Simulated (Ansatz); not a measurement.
**ZrCu5: enthalpy under pressure, worked through**

The calculation used DFT PBEsol, scalar-relativistic, plane waves, PAW in Ansatz 0.2.0. Settings: 420 eV cutoff, 10×10×10 k-mesh, Gaussian smearing of 0.10 eV, no spin polarisation.

Starting point, cell and atoms relaxed:

```
CELL_PARAMETERS angstrom
0.00000 3.39403 3.39403
3.39403 0.00000 3.39403
3.39403 3.39403 0.00000
ATOMIC_POSITIONS crystal
Zr 0.00000 0.00000 0.00000
Cu 0.75000 0.75000 0.75000
Cu 0.37576 0.87273 0.37576
Cu 0.37576 0.37576 0.87273
Cu 0.37576 0.37576 0.37576
Cu 0.87273 0.37576 0.37576
```

Cell and atoms were relaxed at each target pressure within the start's symmetry (F-43m), at zero temperature; other phases can be more stable under pressure. H = E + PV with P the target; E is the free energy at the smearing used, whose derivative the pressure is, per atom and counted from zero pressure.

```
P (GPa) V (Å³/atom) E − E0 (meV) H − H0 (meV)
      0       13.032           0.0           0.0
      1       12.956           0.2          81.1
      4       12.726           3.8         321.5
     12       12.220          28.7         944.0
     25       11.578         101.6        1908.2
     50       10.701         302.7        3642.1
     90        9.779         697.3        6190.5
```

Q: Thermodynamics gives dH/dP = V along a relaxed path. Integrate V over P by the trapezoid rule and compare with the computed enthalpies.

A: With 1 eV/Å³ = 160.22 GPa, each step adds the mean volume times ΔP / 160.22:
| P (GPa) | ∫V dP (meV) | H − H0 (meV) | difference (meV) |
| --- | --- | --- | --- |
| 1 | 81.1 | 81.1 | 0.0 |
| 4 | 321.5 | 321.5 | 0.0 |
| 12 | 944.4 | 944.0 | 0.4 |
| 25 | 1909.9 | 1908.2 | 1.6 |
| 50 | 3648.0 | 3642.1 | 6.0 |
| 90 | 6204.5 | 6190.5 | 14.0 |

V(P) curves upward, so the trapezoid rule runs high; integrating a smooth curve through the same points (P as a polynomial of degree 4 in ln V) puts that excess at about 14.8 meV at 90 GPa, against the 14.0 meV found.

Q: At 90 GPa, how much of the enthalpy change is stored energy and how much is the PV term?

A: E rises by 697 meV/atom and PV is 90 × 9.779 / 160.22 = 5493 meV/atom, so PV makes 89 % of ΔH. So between rival structures at high pressure a small difference in volume can outweigh the difference in energy: 1 % of this volume is worth 54.9 meV/atom at this pressure.

Q: What bulk modulus do the lowest pressures give?

A: From the pressures that the runs reached, -1.00 GPa (13.119 Å³) and 1.00 GPa (12.956 Å³), B = −ΔP/Δln V = 2.00 / 0.0125 = 160 GPa, a mean over that range.